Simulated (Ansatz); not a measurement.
WC:
Space group P-6m2 (No. 187); a = b = 2.899 Å, c = 2.827 Å, α = β = 90.00°, γ = 120.00°

```json
[
 {"atom": "W", "site": "1a", "symmetry": "-6m2", "x": "0.0000", "y": "0.0000", "z": "0.0000"},
 {"atom": "C", "site": "1f", "symmetry": "-6m2", "x": "0.6667", "y": "0.3333", "z": "0.5000"}
]
```

Relaxed with PBEsol.

Decompose the optical modes at the zone centre into irreducible representations, and say which are infrared and Raman allowed.

Point group -6m2: Γ_opt = A2'' + E'. Infrared: A2'', E'. Raman: E'.

Assign frequencies (DFPT, PBEsol in the plane-wave PAW code Ansatz).

A2'' 592, E' 621 cm⁻¹.

The PBEsol relaxation kept the symmetry of its start. The run is not spin-polarised. As this level gives no gap, phonon frequencies hold no LO–TO term and depend on the k-mesh and smearing (Fermi–Dirac, 0.1 eV here). Spin–orbit coupling is left out wherever it is not named.

Potentials: the earlier of the program's two PAW sets. The files were generated under PBE; for other functionals the program regenerates the frozen cores, and for LDA and PBEsol the local potential too.
